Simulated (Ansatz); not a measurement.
# LaGe₂ + LaIr₂ → 2 LaGeIr

All three solids are relaxed on PAW files, and every method takes those cells: LaGeIr in I4_1md, a = 4.32 Å, b = 4.32 Å, c = 14.20 Å, α = 90.00°, β = 90.00°, γ = 90.00°, 11×11×11 k mesh, smearing 0.05 eV; LaGe₂ in I4_1/amd, a = 4.25 Å, b = 4.25 Å, c = 15.48 Å, α = 90.00°, β = 90.00°, γ = 90.00°, 11×11×11 k mesh, smearing 0.05 eV; LaIr₂ in Fd-3m, a = 7.64 Å, b = 7.64 Å, c = 7.64 Å, α = 90.00°, β = 90.00°, γ = 90.00°, 8×8×8 k mesh, smearing 0.05 eV.

The product's cell, then the reactants':

```yaml
crystal:
  lattice:
    - [-2.16061, 2.16061, 7.09861]
    - [2.16061, -2.16061, 7.09861]
    - [2.16061, 2.16061, -7.09861]
  atoms:
    - { symbol: La, position: [0.24508, 0.74508, 0.50000] }
    - { symbol: La, position: [0.49508, 0.49508, 0.00000] }
    - { symbol: Ge, position: [0.66559, 0.16559, 0.50000] }
    - { symbol: Ge, position: [0.91559, 0.91559, 0.00000] }
    - { symbol: Ir, position: [0.83733, 0.33733, 0.50000] }
    - { symbol: Ir, position: [0.08733, 0.08733, 0.00000] }
```

```
La Ge
1.0
    -2.12425    2.12425    7.73752
     2.12425   -2.12425    7.73752
     2.12425    2.12425   -7.73752
La Ge
2 4
Cartesian
  2.1242 0.0000 3.8688
  0.0000 0.0000 7.7375
  0.0000 2.1242 2.6025
  0.0000 0.0000 1.2663
  0.0000 2.1242 5.1350
  0.0000 0.0000 14.2088
```

```yaml
crystal:
  lattice:
    - [0.00000, 3.81896, 3.81896]
    - [3.81896, 0.00000, 3.81896]
    - [3.81896, 3.81896, 0.00000]
  atoms:
    - { symbol: La, position: [0.00000, 0.00000, 0.00000] }
    - { symbol: La, position: [0.25000, 0.25000, 0.25000] }
    - { symbol: Ir, position: [0.62500, 0.62500, 0.62500] }
    - { symbol: Ir, position: [0.12500, 0.62500, 0.62500] }
    - { symbol: Ir, position: [0.62500, 0.62500, 0.12500] }
    - { symbol: Ir, position: [0.62500, 0.12500, 0.62500] }
```

All numbers are PBEsol results (scalar-relativistic) from Ansatz 0.2.0, with no spin polarisation. Methods: LAPW: all electrons, basis error target 0.5 meV/atom; PAW: frozen-core files, cutoff 420 eV.

Energies are at zero smearing and zero temperature. The structures come from databases; a reactant may be hypothetical or may itself decompose, and needn't be the lowest polymorph.

Spin–orbit coupling is left out, which matters for the heavy atoms. The PAW files were made under PBE.

(1) What is the reaction energy per atom of the product, by each method?

(2) How does the volume change, and what would pressure do?

Answers

(1) LAPW -99.8 meV/atom; PAW -100.1 meV/atom. The product is favoured against these reactants.

(2) It changes by +5.6 %, so pressure favours the reactants.
